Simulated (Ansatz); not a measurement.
## Data sheet: Sc (DFT)

Sc (fcc (Cu type), Fm-3m), a = b = c = 4.6487 Å, α = β = γ = 90.00°; the cell used has 1 atom.

Space group Fm-3m (No. 225), fcc (Cu type); conventional cell a = 4.6487 Å, b = 4.6487 Å, c = 4.6487 Å, α = 90.00°, β = 90.00°, γ = 90.00°.

Method: plane-wave PAW r²SCAN (Ansatz code). Structure relaxed to zero pressure with the same functional. Other levels are named where they apply.

**Cell and energy**

```yaml
volume_per_atom: 25.12 Å³
density: 2.97 g/cm³
```

**Electronic structure**

```yaml
electronic_character: metallic (no gap)
Density of states at the Fermi level: 2.1 states/eV per atom (mean over ±0.08 eV)
```

**Mechanics**

```yaml
Bulk modulus (Birch–Murnaghan fit): 52.4 GPa
Pressure derivative B′: 2.6
Elastic constants (relaxed ions, GPa): C11 = 62.3, C12 = 48.4, C44 = 36.2
mechanical_stability: stable (all eigenvalues of C positive)
hill_bulk_and_shear_moduli: 53.1 and 19.0 GPa
Young's modulus: 50.9 GPa
Poisson's ratio: 0.34
debye_temperature_from_the_elastic_constants: 288 K
```

A made-up cell: these elements were put on the sites of a structure type; the Crystallography Open Database files this formula in space group No. 225, but the cells were not matched. It is not the phase usual at ambient conditions (space group No. 194). The cell was relaxed with r²SCAN under the symmetry of its start; whether a distortion lowers the energy is not shown. No spin polarisation was allowed. As this level gives no gap, shear constants depend on the k-mesh and smearing (Fermi–Dirac, 0.1 eV here).

Potentials: the later of the program's two PAW sets.
